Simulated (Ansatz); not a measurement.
Method: PBE, no spin polarisation; PAW, plane waves to 420 eV, 6×6×6 Γ-centred mesh, fermi-dirac occupations (width 0.1 eV) (Ansatz 0.2.0), atoms fixed.

Computed maps in the lattice plane spanned by a (left to right, 6.07 Å, 18 points from zero) and b (bottom to top, 6.07 Å, 18 points from zero), 120° apart, at height 0.785 along c. The fields are smooth PAW ones with compensation charges, not the true ones near nuclei.

Valence density. Digits on a logarithmic scale: 0 up to 0.03 e/Å³, each further digit a factor of 1.6, 9 from 1.3 e/Å³ up:
```
556788886422345665
567876875311344554
578847864212344544
578888752123556555
578887532246777654
456664322468887644
344432124688887643
222211136882787532
122111247887875311
333211357888864212
555322356777642234
776422245655322457
886421233433224688
886421122221236887
886322222222357863
875333444322368878
754456665322467888
545678876422457777
```

**Question.** The cell is KCrS6. Which atoms lie within 0.2 Å of this plane, and where (fractions of a and b)?

**Answer.** S at (0.24, 0.86), S at (0.93, 0.17), S at (0.62, 0.55). The whole cell:
```
CELL_PARAMETERS angstrom
6.06547 0.00000 0.00000
-3.03273 5.25285 0.00000
0.00000 -3.50190 5.62428
ATOMIC_POSITIONS crystal
S 0.23850 0.85700 0.78550
S 0.92850 0.16700 0.78550
S 0.61850 0.54700 0.78550
S 0.76150 0.14300 0.21450
S 0.07150 0.83300 0.21450
S 0.38150 0.45300 0.21450
Cr 0.00000 0.00000 0.00000
K 0.50000 0.00000 0.50000
```

Origin: a known structure type with other elements, at an estimated volume, so it need not be a known compound. Caveats: no spin polarisation, so a magnetic state may lie lower; atoms or cell far from equilibrium.
